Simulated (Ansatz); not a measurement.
A geometry of Al away from equilibrium: the start of the relaxation of a generated cell, Al placed in the trigonal-Se structure type. Level of theory: r2SCAN (plane waves to 500 eV, PAW, scalar-relativistic; Ansatz, a quantum-chemistry and plane-wave program). Γ-centred k-mesh 9×9×7 on the run's cell (coarser than for final values), Fermi–Dirac smearing 0.05 eV.

```xyz
3
Lattice="4.3801 0.0000 0.0000 -2.1900 3.7933 0.0000 0.0000 0.0000 4.9693" Properties=species:S:1:pos:R:3 pbc="T T T"
Al     0.9873     0.0000     4.1411
Al    -0.4936     0.8550     0.8282
Al     1.6964     2.9383     2.4847
```

Which atoms carry the largest force, and which way does it point?

2.43 eV/Å, on Al1, Al2, Al3 (atoms numbered as listed); on Al1 its components are (2.43, 0.00, 0.00).

What is the pressure?

+0.1 GPa, compression positive.

How far above the relaxed end point is this geometry?

1.13 to 1.15 eV/atom (the two k-meshes of the run give this range); the path ends in Fm-3m (No. 225) (fcc (Cu type)).

No spin polarisation in the result.

The run could not lose the symmetry of its start.
